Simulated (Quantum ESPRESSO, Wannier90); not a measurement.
**InTe (rock salt), plane waves to Wannier functions**

```
begin unit_cell_cart
ang
    0.0000000000    3.1198300000    3.1198300000
    3.1198300000    0.0000000000    3.1198300000
    3.1198300000    3.1198300000    0.0000000000
end unit_cell_cart
begin atoms_frac
In   0.0000000000  0.0000000000  0.0000000000
Te   0.5000000000  0.5000000000  0.5000000000
end atoms_frac
```

Materials Project entry mp-2597; symmetrised, unrelaxed at this level. COD (Crystallography Open Database) has an entry of this formula and space group (matched by these alone). Level: PBEsol, no spin polarisation, no spin-orbit coupling; pw.x of Quantum ESPRESSO at 66 Ry with PseudoDojo potentials, 8×8×8 k-points, Wannier90. Density: 8×8×8 mesh, cold smearing 0.01 Ry. Spin-orbit coupling is left out although heavy elements are present.

A tight-binding model is made by disentanglement and projection with no localisation steps (num_iter = 0), so the 8 orbitals stay atom-like: hydrogen-like In: s;p; Te: s;p, axes along x, y, z; frozen window up to 1.50 eV relative to the Fermi level. It follows pw.x to 4.1 meV rms for states up to 1.0 eV relative to the Fermi level. Matrix elements depend on this choice of orbitals and windows.

The 45 largest hoppings ⟨m,0|H|n,R⟩ between different sites (one of each Hermitian pair; signs follow the real orbitals' lobes; the list may end inside a set of equal values):

```json
[
 {"m": "Te2 px", "n": "In1 px", "R": "1 0 0", "distance of the centres (Å)": "3.12", "t (eV)": "2.148"},
 {"m": "Te2 px", "n": "In1 px", "R": "0 1 1", "distance of the centres (Å)": "3.12", "t (eV)": "2.148"},
 {"m": "Te2 py", "n": "In1 py", "R": "0 1 0", "distance of the centres (Å)": "3.12", "t (eV)": "2.148"},
 {"m": "Te2 py", "n": "In1 py", "R": "1 0 1", "distance of the centres (Å)": "3.12", "t (eV)": "2.148"},
 {"m": "Te2 pz", "n": "In1 pz", "R": "0 0 1", "distance of the centres (Å)": "3.12", "t (eV)": "2.148"},
 {"m": "Te2 pz", "n": "In1 pz", "R": "1 1 0", "distance of the centres (Å)": "3.12", "t (eV)": "2.148"},
 {"m": "Te2 pz", "n": "In1 s", "R": "0 0 1", "distance of the centres (Å)": "3.12", "t (eV)": "1.324"},
 {"m": "Te2 py", "n": "In1 s", "R": "0 1 0", "distance of the centres (Å)": "3.12", "t (eV)": "1.324"},
 {"m": "Te2 py", "n": "In1 s", "R": "1 0 1", "distance of the centres (Å)": "3.12", "t (eV)": "-1.324"},
 {"m": "Te2 px", "n": "In1 s", "R": "0 1 1", "distance of the centres (Å)": "3.12", "t (eV)": "-1.324"},
 {"m": "Te2 px", "n": "In1 s", "R": "1 0 0", "distance of the centres (Å)": "3.12", "t (eV)": "1.324"},
 {"m": "Te2 pz", "n": "In1 s", "R": "1 1 0", "distance of the centres (Å)": "3.12", "t (eV)": "-1.324"},
 {"m": "Te2 s", "n": "In1 px", "R": "0 1 1", "distance of the centres (Å)": "3.12", "t (eV)": "1.197"},
 {"m": "Te2 s", "n": "In1 px", "R": "1 0 0", "distance of the centres (Å)": "3.12", "t (eV)": "-1.197"},
 {"m": "Te2 s", "n": "In1 py", "R": "0 1 0", "distance of the centres (Å)": "3.12", "t (eV)": "-1.197"},
 {"m": "Te2 s", "n": "In1 py", "R": "1 0 1", "distance of the centres (Å)": "3.12", "t (eV)": "1.197"},
 {"m": "Te2 s", "n": "In1 pz", "R": "1 1 0", "distance of the centres (Å)": "3.12", "t (eV)": "1.197"},
 {"m": "Te2 s", "n": "In1 pz", "R": "0 0 1", "distance of the centres (Å)": "3.12", "t (eV)": "-1.197"},
 {"m": "Te2 s", "n": "In1 s", "R": "0 0 1", "distance of the centres (Å)": "3.12", "t (eV)": "-0.644"},
 {"m": "Te2 s", "n": "In1 s", "R": "0 1 1", "distance of the centres (Å)": "3.12", "t (eV)": "-0.644"},
 {"m": "Te2 s", "n": "In1 s", "R": "1 0 0", "distance of the centres (Å)": "3.12", "t (eV)": "-0.644"},
 {"m": "Te2 s", "n": "In1 s", "R": "1 1 0", "distance of the centres (Å)": "3.12", "t (eV)": "-0.644"},
 {"m": "Te2 s", "n": "In1 s", "R": "0 1 0", "distance of the centres (Å)": "3.12", "t (eV)": "-0.644"},
 {"m": "Te2 s", "n": "In1 s", "R": "1 0 1", "distance of the centres (Å)": "3.12", "t (eV)": "-0.644"},
 {"m": "Te2 pz", "n": "In1 pz", "R": "0 1 0", "distance of the centres (Å)": "3.12", "t (eV)": "-0.513"},
 {"m": "Te2 pz", "n": "In1 pz", "R": "1 0 1", "distance of the centres (Å)": "3.12", "t (eV)": "-0.513"},
 {"m": "Te2 pz", "n": "In1 pz", "R": "0 1 1", "distance of the centres (Å)": "3.12", "t (eV)": "-0.513"},
 {"m": "Te2 pz", "n": "In1 pz", "R": "1 0 0", "distance of the centres (Å)": "3.12", "t (eV)": "-0.513"},
 {"m": "Te2 py", "n": "In1 py", "R": "0 0 1", "distance of the centres (Å)": "3.12", "t (eV)": "-0.513"},
 {"m": "Te2 px", "n": "In1 px", "R": "1 0 1", "distance of the centres (Å)": "3.12", "t (eV)": "-0.513"},
 {"m": "Te2 py", "n": "In1 py", "R": "1 0 0", "distance of the centres (Å)": "3.12", "t (eV)": "-0.513"},
 {"m": "Te2 py", "n": "In1 py", "R": "1 1 0", "distance of the centres (Å)": "3.12", "t (eV)": "-0.513"},
 {"m": "Te2 py", "n": "In1 py", "R": "0 1 1", "distance of the centres (Å)": "3.12", "t (eV)": "-0.513"},
 {"m": "Te2 px", "n": "In1 px", "R": "0 0 1", "distance of the centres (Å)": "3.12", "t (eV)": "-0.513"},
 {"m": "Te2 px", "n": "In1 px", "R": "1 1 0", "distance of the centres (Å)": "3.12", "t (eV)": "-0.513"},
 {"m": "Te2 px", "n": "In1 px", "R": "0 1 0", "distance of the centres (Å)": "3.12", "t (eV)": "-0.513"},
 {"m": "In1 pz", "n": "In1 pz", "R": "1 1 -1", "distance of the centres (Å)": "6.24", "t (eV)": "0.468"},
 {"m": "In1 px", "n": "In1 px", "R": "1 -1 -1", "distance of the centres (Å)": "6.24", "t (eV)": "0.468"},
 {"m": "In1 py", "n": "In1 py", "R": "1 -1 1", "distance of the centres (Å)": "6.24", "t (eV)": "0.468"},
 {"m": "In1 s", "n": "In1 px", "R": "1 -1 -1", "distance of the centres (Å)": "6.24", "t (eV)": "-0.264"},
 {"m": "In1 s", "n": "In1 pz", "R": "1 1 -1", "distance of the centres (Å)": "6.24", "t (eV)": "0.264"},
 {"m": "In1 px", "n": "In1 s", "R": "1 -1 -1", "distance of the centres (Å)": "6.24", "t (eV)": "0.264"},
 {"m": "In1 pz", "n": "In1 s", "R": "1 1 -1", "distance of the centres (Å)": "6.24", "t (eV)": "-0.264"},
 {"m": "In1 s", "n": "In1 py", "R": "1 -1 1", "distance of the centres (Å)": "6.24", "t (eV)": "0.264"},
 {"m": "In1 py", "n": "In1 s", "R": "1 -1 1", "distance of the centres (Å)": "6.24", "t (eV)": "-0.264"}
]
```
